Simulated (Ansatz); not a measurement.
## Clamped-ion strain scan in CuTe

These are results of DFT PBEsol, scalar-relativistic, plane waves, PAW in Ansatz, not measurements. Settings: plane waves to 420 eV, k-mesh 16×12×8 (Γ-centred), Gaussian smearing 0.15 eV. No spin polarisation. Energies are free energies at this smearing, counted from the undisturbed cell; pressure is positive in compression.

The undisturbed cell (as given, not relaxed at this level; it stands at 1.3 GPa, and it needn't be the usual structure):

```
Cu Te
1.0
     3.10000    0.00000    0.00000
     0.00000    4.02000    0.00000
     0.00000    0.00000    6.86000
Cu Te
2 2
Direct
  0.00000 0.50000 0.44900
  0.50000 0.00000 0.55100
  0.00000 0.00000 0.22300
  0.50000 0.50000 0.77700
```

The cell holds layers and no dispersion correction was added, so their binding is poorly described.

The cell is strained by ε times the Voigt pattern (0, 0, 1, 0, 0, 0) (xx, yy, zz, yz, xz, xy; engineering shear) with fractional coordinates fixed. The cell is metallic on the mesh throughout.

```csv
ε,ΔE (meV/atom),"stress summed along the pattern (GPa, tension positive)",pressure (GPa)
-0.1000,120.7,-17.69,13.4
-0.0750,69.9,-12.90,9.7
-0.0500,33.9,-8.73,6.4
-0.0250,11.1,?,?
0.0000,0.0,-1.74,1.3
0.0250,-0.9,1.11,-0.6
0.0500,7.0,?,?
0.0750,22.5,5.70,-3.7
0.0875,32.8,6.64,-4.4
0.1000,?,7.50,?
```

**Question.** Give the withheld values.

**Answer.** stress summed along the pattern (GPa, tension positive) at ε = -0.0250: -5.02; pressure (GPa) at ε = -0.0250: 3.7; stress summed along the pattern (GPa, tension positive) at ε = 0.0500: 3.58; pressure (GPa) at ε = 0.0500: -2.3; ΔE (meV/atom) at ε = 0.1000: 44.6; pressure (GPa) at ε = 0.1000: -4.9.